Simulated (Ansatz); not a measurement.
Relaxed-ion elastic tensor of Os (fcc (Cu type), space group No. 225) in GPa (Voigt order), r²SCAN in the plane-wave PAW code Ansatz; density 22.44 g/cm³, 14.07 Å³ per atom.

```
642  309  309  0.0  0.0  0.0
309  642  309  0.0  0.0  0.0
309  309  642  0.0  0.0  0.0
0.0  0.0  0.0  342  0.0  0.0
0.0  0.0  0.0  0.0  342  0.0
0.0  0.0  0.0  0.0  0.0  342
```

Q: Is the crystal mechanically stable?

A: Yes: the smallest eigenvalue of C is 333 GPa.

Q: Work out the Voigt, Reuss and Hill averages.

A: K_V = 420, K_R = 420, K_H = 420; G_V = 272, G_R = 240, G_H = 256 GPa.

Q: Give Young's modulus, Poisson's ratio, Pugh's ratio and the universal anisotropy index.

A: E = 9KG/(3K + G) = 638 GPa; ν = 0.25; K/G = 1.64 (brittle by the Pugh limit of 1.75); A_U = 5G_V/G_R + K_V/K_R − 6 = 0.65.

Q: Estimate the sound speeds and the Debye temperature.

A: v_l = √((K + 4G/3)/ρ) = 5820 m/s, v_t = √(G/ρ) = 3380 m/s, mean 3750 m/s; Θ = (h/k)(3n/4πV)^(1/3) v_m = 462 K.

Q: Give the Zener ratio and Young's modulus along [100], [110] and [111].

A: A = 2C44/(C11 − C12) = 2.06; 1/E = S11 − 2(S11 − S12 − S44/2)Γ with Γ = 0, 1/4, 1/3 gives 441, 668, 807 GPa.

Q: Solve the Christoffel equation for the three sound speeds along [100], [110], [111].

A: Eigenvalues of C_ijkl n_j n_l equal ρv². In km/s, slowest first: [100] 3.90, 3.90, 5.35; [110] 2.72, 3.90, 6.03; [111] 3.16, 3.16, 6.25.

Space group Fm-3m (fcc (Cu type)). The workflow started from an entry of the Crystallography Open Database (COD), which files this formula under 2 space groups. It is not the phase usual at ambient conditions (space group No. 194). The cell was relaxed with r²SCAN under the symmetry of its start; whether a distortion lowers the energy is not shown. No spin polarisation was allowed. As this level gives no gap, shear constants depend on the k-mesh and smearing (Fermi–Dirac, 0.1 eV here). Scalar-relativistic: spin–orbit coupling is off unless named, which matters more the heavier the elements.

Potentials: the earlier of the program's two PAW sets.
